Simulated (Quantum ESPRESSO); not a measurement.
**CdTe (F-43m) under strain**

```
CELL_PARAMETERS angstrom
      0.00000     3.28211     3.28211
      3.28211     0.00000     3.28211
      3.28211     3.28211     0.00000
ATOMIC_POSITIONS crystal
  Cd 0.00000 0.00000 0.00000
  Te 0.25000 0.25000 0.25000
```
Geometry: a computed entry of the Materials Project; it was not checked against measured cells. It is CdTe in F-43m. Stability against distortions was not tested.

Isotropic strain: all lattice vectors are scaled together, so the volume changes by about three times as much; fractional positions kept.

Method: shieldings by PBE GIPAW on JTH datasets (Quantum ESPRESSO, modified build), 20 Ha, k-mesh 7×7×7 shifted, f-sum rule met within 0.006 %. Values are those of the named site's first atom. These are absolute shieldings with no macroscopic susceptibility term; δ = σ_ref − σ needs a reference computed alike. By our sweeps, such settings leave a few ppm in absolute σ on light atoms and up to some 20 ppm from Zn on. Spin–orbit coupling is left out; its weight grows with the heaviest atom, Te here. The datasets of Te hold no d projectors, which limits absolute σ on these atoms. With so small a Kohn–Sham gap, σ hangs strongly on the functional and the mesh.

Unchanged cell: σ_iso Cd (ppm) = 2915.3, σ_iso Te (ppm) = 3475.4.

Task: How do these values move along the path (lattice scale factor: 0.98, 0.99, 1.01, 1.02)?

Result: 
```json
[
 {"lattice scale factor": "0.98", "σ_iso Cd (ppm)": "2788.1", "σ_iso Te (ppm)": "3603.3"},
 {"lattice scale factor": "0.99", "σ_iso Cd (ppm)": "2852.5", "σ_iso Te (ppm)": "3537.7"},
 {"lattice scale factor": "1", "σ_iso Cd (ppm)": "2915.3", "σ_iso Te (ppm)": "3475.4"},
 {"lattice scale factor": "1.01", "σ_iso Cd (ppm)": "2976.6", "σ_iso Te (ppm)": "3416.5"},
 {"lattice scale factor": "1.02", "σ_iso Cd (ppm)": "3036.3", "σ_iso Te (ppm)": "3361.0"}
]
```
